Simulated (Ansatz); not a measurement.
LaBi:
```yaml
crystal:
  lattice:
    - [0.00000, 3.33098, 3.33098]
    - [3.33098, 0.00000, 3.33098]
    - [3.33098, 3.33098, 0.00000]
  atoms:
    - { symbol: La, position: [0.00000, 0.00000, 0.00000] }
    - { symbol: Bi, position: [0.50000, 0.50000, 0.50000] }
```

Relaxed with r²SCAN.

### Question
Map the valence electron density (e/Å³), cut off at 2 on the plane through (0.000, 0.000, 0.000) spanned by u = [1, 0, 0] and v = [0, 1, -1] in lattice vectors, from r²SCAN (plane waves, PAW; program Ansatz).

### Answer
x is the fraction of u, y of v (the angle between them is 90°; rows are the nearest grid lines); atoms in the plane: La at (0.00, 0.00), Bi at (0.50, 0.50).
```
|**#%*-.           .-*%#**|
|**#%*-.           .-*%#**|
|##%#+-.           .-+#%##|
|%%#*=:.           .:=*#%%|
|**+=:.             .:=+**|
|---:.               .:---|
|....    .........    ....|
|       ..::---::..       |
|      ..:-+%@%+-:..      |
|      .:-#@@@@@#-:.      |
|      .:+@@@@@@@+:.      |
|      .-%@@@@@@@%-.      |
|      .-%@@@@@@@%-.      |
|      .:+@@@@@@@+:.      |
|      .:-#@@@@@#-:.      |
|      ..:-+%@%+-:..      |
|       ..::---::..       |
|....    .........    ....|
|---:.               .:---|
|**+=:.             .:=+**|
|%%#*=:.           .:=*#%%|
|##%#+-.           .-+#%##|
|**#%*-.           .-*%#**|
|**#%*-.           .-*%#**|
```
Scale: ten equal steps from 0.053 (start of ' ') to 2.00 (end of '@'), in the order ' .:-=+*#%@'; x runs from 0.000 to 1.00, y from 0.000 (bottom) to 1.00 (top).

The density is the valence pseudo-density with augmentation charge, so density and ELF within about 1 Å of a nucleus are not all-electron values.

Space group Fm-3m (rock salt). The workflow started from an entry of the Crystallography Open Database (COD). Whether it is the stable phase at ambient conditions was not checked. The r²SCAN relaxation kept the symmetry of its start; its stability against distortions is not shown here. Scalar-relativistic: spin–orbit coupling is off unless named, which matters more the heavier the elements.

Potentials: the later of the program's two PAW sets.
